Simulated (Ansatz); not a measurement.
BaHfO₃ (cubic perovskite, Pm-3m) at seven volumes, the program Ansatz at the PBE level (PAW), scaled uniformly. One row is withheld.

```csv
V (Å³/atom),P (GPa)
13.547,18.03
13.994,11.02
14.441,5.07
14.887,0.01
15.334,?
15.780,-7.95
16.227,-11.06
```

Fit the shown pressures and predict the withheld one.

P = (3/2)B₀(x^(7/2) − x^(5/2))[1 + (3/4)(B′ − 4)(x − 1)] with x = (V₀/V)^(2/3). Least squares on the six rows gives V₀ = 14.889 Å³/atom, B₀ = 155 GPa, B′ = 4.39. At V = 15.334, x = 0.9806 and P = -4.28 GPa. The run itself gave -4.29 GPa.

The cell was relaxed with PBE under the symmetry of its start. The run is not spin-polarised. Spin–orbit coupling is left out wherever it is not named.

Potentials: the earlier of the program's two PAW sets.
